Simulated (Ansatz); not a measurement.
# Kick test of a cell of TiGe₈Mo₃

It was reached by relaxing an invented guess, and it needn't be the stable form of this composition.

Computed with DFT PBE, scalar-relativistic, plane waves, PAW in Ansatz. Settings: cutoff 420 eV, Γ-centred mesh 6×6×8 on the computed 12-atom cell, Gaussian smearing of 0.10 eV; no spin polarisation.

The cell below (12 atoms, space group C222 (No. 21)) is relaxed within its symmetry.

```cif
data_structure
_symmetry_space_group_name_H-M 'P 1'
_symmetry_Int_Tables_number 1
_cell_length_a 6.1973
_cell_length_b 6.1973
_cell_length_c 4.9038
_cell_angle_alpha 90.000
_cell_angle_beta 90.000
_cell_angle_gamma 90.578
_cell_volume 188.33
loop_
_atom_site_label
_atom_site_type_symbol
_atom_site_fract_x
_atom_site_fract_y
_atom_site_fract_z
_atom_site_occupancy
Ti1 Ti 0.00000 0.00000 0.50000 1
Ge1 Ge 0.83951 0.83951 0.00000 1
Ge2 Ge 0.33903 0.33903 0.50000 1
Ge3 Ge 0.66379 0.16289 0.24870 1
Ge4 Ge 0.16289 0.66379 0.75130 1
Ge5 Ge 0.33621 0.83711 0.24870 1
Ge6 Ge 0.83711 0.33621 0.75130 1
Ge7 Ge 0.16049 0.16049 0.00000 1
Ge8 Ge 0.66097 0.66097 0.50000 1
Mo1 Mo 0.50000 0.50000 0.00000 1
Mo2 Mo 0.00000 0.50000 0.26717 1
Mo3 Mo 0.50000 0.00000 0.73283 1
```

For the test it was strained at random (σ = 1.5 % a component), the atoms were moved at random (σ = 0.10 Å), and all was relaxed again on a coarse 4×4×4 mesh (in the run’s order of axes) with 0.20 eV smearing, with no symmetry imposed.

**Question.** Does it come back?

**Answer.** It returns, within 1 meV/atom of the unmoved cell on that mesh and with the same symmetry when read at 0.1 Å. No instability shows in this cell; modes of other wave vectors, which need another repeat, aren't tested.
